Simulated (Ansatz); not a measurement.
Here is the system:

CdSe:
```yaml
crystal:
  lattice:
    - [4.24750, 0.00000, 0.00000]
    - [-2.12375, 3.67844, 0.00000]
    - [0.00000, 0.00000, 6.94030]
  atoms:
    - { symbol: Cd, position: [0.66667, 0.33333, 0.00029] }
    - { symbol: Cd, position: [0.33333, 0.66667, 0.50029] }
    - { symbol: Se, position: [0.66667, 0.33333, 0.62491] }
    - { symbol: Se, position: [0.33333, 0.66667, 0.12491] }
```

This is the LDA-relaxed structure. Tensor components refer to the Cartesian frame of this cell.

Problem. All from the program Ansatz at the LDA level (PAW), unless another level is named. Estimate the formation energy from the elements (no fitted shifts).

Solution. -0.54 eV/atom.

Problem. Next, the electron effective mass?

Solution. 0.047 mₑ (isotropic).

Problem. Predict the hole effective mass, band 1 of 2 at the edge.

Solution. 1.4 along x, 1.4 along z (mₑ).

Problem. Give the weight of the valence-edge state by species (Voronoi cells).

Solution. Se 81 %, Cd 19 %.

Problem. What about the weight of the conduction-edge state by species (Voronoi cells)?

Solution. Cd 62 %, Se 38 %.

Problem. What about the valence-band maximum?

Solution. at Γ.

Space group P6_3mc (wurtzite). The LDA relaxation kept the symmetry of its start; phonons on a q-mesh show no instability. The references are the lowest solids computed at this level, not always the standard phases. Spin–orbit coupling is left out wherever it is not named.

Potentials: the later of the program's two PAW sets.

Edges and masses are those of Kohn–Sham bands, whose gap is no quasiparticle gap.
